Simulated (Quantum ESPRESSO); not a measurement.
## Hf2Ag3Zr3 (one run as intended and one with a planted mistake)

Simulated, not a measurement. The program is pw.x of Quantum ESPRESSO 7.5 (plane-wave density functional theory). The cell is made up: eight metal atoms on a face-centred cubic lattice, with elements, volume, strain and displacements drawn at random and not relaxed, so it may be unstable or far from any real phase. PseudoDojo standard norm-conserving files set the functional (PBE unless stated); there is no spin polarisation or spin-orbit coupling, the Fermi-Dirac width of 0.25 eV means electrons at about 2900 K, and the masses in the input are unused placeholders. Heavy elements are run without spin-orbit coupling, which real alloys of them have. A spin test at this wide smearing found no moment, but such smearing suppresses magnetism that the real alloy may have.

Intended input:

```
&control calculation='scf', pseudo_dir='./dojo.nc.sr.pbe.v0_5.standard.upf', outdir='./o', disk_io='minimal', tprnfor=.true., tstress=.true. /
&system ibrav=0, nat=8, ntyp=3, nbnd=73, ecutwfc=84.00895049, nosym=.true., tot_charge=0,
 occupations='smearing', smearing='fd', degauss=0.0183746611
/
&electrons conv_thr=1.470e-08, electron_maxstep=70, mixing_beta=0.5 /
ATOMIC_SPECIES
Ag 1.0 Ag.upf
Hf 1.0 Hf.upf
Zr 1.0 Zr.upf
CELL_PARAMETERS angstrom
0.0156 -2.1432 -2.1928
2.1282 4.2045 -2.1265
8.4623 -4.1914 4.2283
ATOMIC_POSITIONS angstrom
Hf -0.0024 -0.0373 -0.0604
Hf 4.2537 -2.0084 2.2013
Ag 4.1632 -0.0461 -0.1083
Zr 8.4368 -2.1402 2.1551
Zr 2.1168 -2.0231 -0.0003
Zr 6.3596 -4.2181 2.0809
Ag 2.1099 -0.066 -2.0726
Ag 6.1584 -2.0685 0.0002
K_POINTS automatic
8 5 3 1 1 1
```

The log is shortened where brackets say so; the opening notice, blank lines, dates and the lines on written files are dropped, and the path of the files is cut. It prints rydbergs, bohrs and kilobars, and counts compression as positive stress. Its total energy is the free energy E - TS of the whole cell.

Log of the intended run:

```
     Program PWSCF v.7.5
     Parallel version (MPI & OpenMP), running on       4 processor cores
     Number of MPI processes:                 4
     Threads/MPI process:                     1
     [start-up lines left out]
     bravais-lattice index     =            0
     lattice parameter (alat)  =       5.7944  a.u.
     unit-cell volume          =    1049.8426 (a.u.)^3
     number of atoms/cell      =            8
     number of atomic types    =            3
     number of electrons       =       117.00
     number of Kohn-Sham states=           73
     kinetic-energy cutoff     =      84.0090  Ry
     charge density cutoff     =     336.0358  Ry
     scf convergence threshold =      1.5E-08
     mixing beta               =       0.5000
     number of iterations used =            8  plain     mixing
     Exchange-correlation= PBE
                           (   1   4   3   4   0   0   0)
     [axes and pseudopotential details left out]
   Cartesian axes
     site n.     atom                  positions (alat units)
         1        Hf     tau(   1) = (  -0.0007827  -0.0121647  -0.0196983  )
         2        Hf     tau(   2) = (   1.3872622  -0.6550009   0.7179115  )
         3        Ag     tau(   3) = (   1.3577474  -0.0150346  -0.0353200  )
         4        Zr     tau(   4) = (   2.7514995  -0.6979849   0.7028443  )
         5        Zr     tau(   5) = (   0.6903535  -0.6597950  -0.0000978  )
         6        Zr     tau(   6) = (   2.0740608  -1.3756519   0.6786454  )
         7        Ag     tau(   7) = (   0.6881032  -0.0215246  -0.6759385  )
         8        Ag     tau(   8) = (   2.0084433  -0.6746014   0.0000652  )
     number of k points=    60  Fermi-Dirac smearing, width (Ry)=  0.0184
                       cart. coord. in units 2pi/alat
        k(    1) = (   0.0921537  -0.0117698  -0.0752364), wk =   0.0333333
        k(    2) = (  -0.0888755   0.0491141  -0.1360310), wk =   0.0333333
     [further k points left out]
     Dense  grid:   109177 G-vectors     FFT dimensions: (  36,  60, 120)
     Estimated max dynamical RAM per process >     421.56 MB
     Estimated total dynamical RAM >       1.57 GB
     Initial potential from superposition of free atoms
     starting charge     116.9878, renormalised to     117.0000
     Starting wfcs are   80 randomized atomic wfcs
     total cpu time spent up to now is       10.0 secs
     per-process dynamical memory:   342.7 Mb
     Self-consistent Calculation
     iteration #  1     ecut=    84.01 Ry     beta= 0.50
     Davidson diagonalization with overlap
     ethr =  1.00E-02,  avg # of iterations =  2.9
     total cpu time spent up to now is       33.2 secs
     total energy              =   -1455.39786763 Ry
     estimated scf accuracy    <       6.34524464 Ry
     iteration #  2     ecut=    84.01 Ry     beta= 0.50
     Davidson diagonalization with overlap
     ethr =  5.42E-03,  avg # of iterations =  4.5
     total cpu time spent up to now is       61.9 secs
     total energy              =   -1454.40578582 Ry
     estimated scf accuracy    <     100.32184294 Ry
     [iterations 3 to 15 left out]
     iteration # 16     ecut=    84.01 Ry     beta= 0.50
     Davidson diagonalization with overlap
     ethr =  4.51E-10,  avg # of iterations =  2.5
     total cpu time spent up to now is      382.4 secs
     total energy              =   -1459.46807908 Ry
     estimated scf accuracy    <       0.00000002 Ry
     iteration # 17     ecut=    84.01 Ry     beta= 0.50
     Davidson diagonalization with overlap
     ethr =  2.09E-11,  avg # of iterations =  5.0
     total cpu time spent up to now is      406.9 secs
     End of self-consistent calculation
     [lines on levels left out]
!    total energy              =   -1459.46807908 Ry
     estimated scf accuracy    <       0.00000001 Ry
     smearing contrib. (-TS)   =      -0.12009028 Ry
     internal energy E=F+TS    =   -1459.34798880 Ry
     The total energy is F=E-TS. E is the sum of the following terms:
     one-electron contribution =    -564.61622074 Ry
     hartree contribution      =     339.18209270 Ry
     xc contribution           =    -256.44124612 Ry
     ewald contribution        =    -977.47261463 Ry
     convergence has been achieved in  17 iterations
     Forces acting on atoms (cartesian axes, Ry/au):
     atom    1 type  2   force =     0.00397328   -0.00469872    0.02690197
     atom    2 type  2   force =    -0.02669836   -0.01381310   -0.00512309
     atom    3 type  1   force =     0.01765556    0.01774774    0.00711876
     atom    4 type  3   force =     0.01073662    0.02812382   -0.02589216
     atom    5 type  3   force =    -0.00705905   -0.03389628    0.01553687
     atom    6 type  3   force =    -0.04122696   -0.01991154    0.02193738
     atom    7 type  1   force =     0.01676817    0.01388853   -0.02561933
     atom    8 type  1   force =     0.02585074    0.01255954   -0.01486040
     Total force =     0.100699     Total SCF correction =     0.000823
     Computing stress (Cartesian axis) and pressure
          total   stress  (Ry/bohr**3)                   (kbar)     P=       94.28
   0.00057368   0.00005310   0.00003086           84.39        7.81        4.54
   0.00005310   0.00072253  -0.00016764            7.81      106.29      -24.66
   0.00003086  -0.00016764   0.00062642            4.54      -24.66       92.15
     init_run     :      9.26s CPU      9.85s WALL (       1 calls)
     electrons    :    383.86s CPU    396.93s WALL (       1 calls)
     forces       :      4.63s CPU      4.68s WALL (       1 calls)
     stress       :     14.74s CPU     14.74s WALL (       1 calls)
     [timing details left out]
     PWSCF        :   6m52.63s CPU   7m 6.48s WALL
     JOB DONE.
```

A second run has one planted mistake: one coordinate of one atom is wrong. The input lines that differ:

```
- Zr 6.3596 -4.2181 2.0809
+ Zr 6.4196 -4.2181 2.0809
```

Its log:

```
     Program PWSCF v.7.5
     Parallel version (MPI & OpenMP), running on       4 processor cores
     Number of MPI processes:                 4
     Threads/MPI process:                     1
     [start-up lines left out]
     bravais-lattice index     =            0
     lattice parameter (alat)  =       5.7944  a.u.
     unit-cell volume          =    1049.8426 (a.u.)^3
     number of atoms/cell      =            8
     number of atomic types    =            3
     number of electrons       =       117.00
     number of Kohn-Sham states=           73
     kinetic-energy cutoff     =      84.0090  Ry
     charge density cutoff     =     336.0358  Ry
     scf convergence threshold =      1.5E-08
     mixing beta               =       0.5000
     number of iterations used =            8  plain     mixing
     Exchange-correlation= PBE
                           (   1   4   3   4   0   0   0)
     [axes and pseudopotential details left out]
   Cartesian axes
     site n.     atom                  positions (alat units)
         1        Hf     tau(   1) = (  -0.0007827  -0.0121647  -0.0196983  )
         2        Hf     tau(   2) = (   1.3872622  -0.6550009   0.7179115  )
         3        Ag     tau(   3) = (   1.3577474  -0.0150346  -0.0353200  )
         4        Zr     tau(   4) = (   2.7514995  -0.6979849   0.7028443  )
         5        Zr     tau(   5) = (   0.6903535  -0.6597950  -0.0000978  )
         6        Zr     tau(   6) = (   2.0936287  -1.3756519   0.6786454  )
         7        Ag     tau(   7) = (   0.6881032  -0.0215246  -0.6759385  )
         8        Ag     tau(   8) = (   2.0084433  -0.6746014   0.0000652  )
     number of k points=    60  Fermi-Dirac smearing, width (Ry)=  0.0184
                       cart. coord. in units 2pi/alat
        k(    1) = (   0.0921537  -0.0117698  -0.0752364), wk =   0.0333333
        k(    2) = (  -0.0888755   0.0491141  -0.1360310), wk =   0.0333333
     [further k points left out]
     Dense  grid:   109177 G-vectors     FFT dimensions: (  36,  60, 120)
     Estimated max dynamical RAM per process >     421.56 MB
     Estimated total dynamical RAM >       1.57 GB
     Initial potential from superposition of free atoms
     starting charge     116.9878, renormalised to     117.0000
     Starting wfcs are   80 randomized atomic wfcs
     total cpu time spent up to now is       10.4 secs
     per-process dynamical memory:   342.7 Mb
     Self-consistent Calculation
     iteration #  1     ecut=    84.01 Ry     beta= 0.50
     Davidson diagonalization with overlap
     ethr =  1.00E-02,  avg # of iterations =  2.9
     total cpu time spent up to now is       33.1 secs
     total energy              =   -1455.12670944 Ry
     estimated scf accuracy    <       6.72642419 Ry
     iteration #  2     ecut=    84.01 Ry     beta= 0.50
     Davidson diagonalization with overlap
     ethr =  5.75E-03,  avg # of iterations =  4.6
     total cpu time spent up to now is       61.6 secs
     total energy              =   -1454.35128091 Ry
     estimated scf accuracy    <     104.86143201 Ry
     [iterations 3 to 15 left out]
     iteration # 16     ecut=    84.01 Ry     beta= 0.50
     Davidson diagonalization with overlap
     ethr =  3.66E-10,  avg # of iterations =  3.5
     total cpu time spent up to now is      387.1 secs
     total energy              =   -1459.46233641 Ry
     estimated scf accuracy    <       0.00000003 Ry
     iteration # 17     ecut=    84.01 Ry     beta= 0.50
     Davidson diagonalization with overlap
     ethr =  2.41E-11,  avg # of iterations =  4.9
     total cpu time spent up to now is      412.3 secs
     End of self-consistent calculation
     [lines on levels left out]
!    total energy              =   -1459.46233641 Ry
     estimated scf accuracy    <          5.1E-09 Ry
     smearing contrib. (-TS)   =      -0.11972437 Ry
     internal energy E=F+TS    =   -1459.34261205 Ry
     The total energy is F=E-TS. E is the sum of the following terms:
     one-electron contribution =    -563.32604883 Ry
     hartree contribution      =     338.55004107 Ry
     xc contribution           =    -256.45320391 Ry
     ewald contribution        =    -978.11340037 Ry
     convergence has been achieved in  17 iterations
     Forces acting on atoms (cartesian axes, Ry/au):
     atom    1 type  2   force =     0.01110292   -0.00905725    0.03119771
     atom    2 type  2   force =    -0.02285009   -0.01553504   -0.00276161
     atom    3 type  1   force =     0.01781495    0.01768776    0.00713370
     atom    4 type  3   force =     0.01567512    0.03307526   -0.03055688
     atom    5 type  3   force =    -0.00623097   -0.03418264    0.01627325
     atom    6 type  3   force =    -0.06008754   -0.01983293    0.01994004
     atom    7 type  1   force =     0.01717260    0.01396297   -0.02563286
     atom    8 type  1   force =     0.02740301    0.01388186   -0.01559335
     Total force =     0.114505     Total SCF correction =     0.000431
     Computing stress (Cartesian axis) and pressure
          total   stress  (Ry/bohr**3)                   (kbar)     P=       96.56
   0.00059475   0.00005213   0.00003018           87.49        7.67        4.44
   0.00005213   0.00073363  -0.00016918            7.67      107.92      -24.89
   0.00003018  -0.00016918   0.00064080            4.44      -24.89       94.26
     init_run     :      9.62s CPU     10.23s WALL (       1 calls)
     electrons    :    388.84s CPU    401.95s WALL (       1 calls)
     forces       :      3.73s CPU      3.77s WALL (       1 calls)
     stress       :     14.93s CPU     14.94s WALL (       1 calls)
     [timing details left out]
     PWSCF        :   6m57.28s CPU   7m11.21s WALL
     JOB DONE.
```

```
                                            intended run  run with the mistake
                          free energy (eV)    -19857.075            -19856.997
         entropy term -TS, part of it (eV)        -1.634                -1.629
                            pressure (GPa)          9.43                  9.66
size of the largest force component (eV/Å)         1.060                 1.545
largest change of a force component (eV/Å)                               0.485
                                iterations            17                    17
```

For scale, a rerun of the intended cell at a higher cutoff and on a denser mesh moved values by no more than 0.003 eV in energy, 0.06 GPa in stress and 0.007 eV/Å in force, and a second program with other atomic files agreed on that cell to 2 % rms in force and 0.5 GPa in pressure.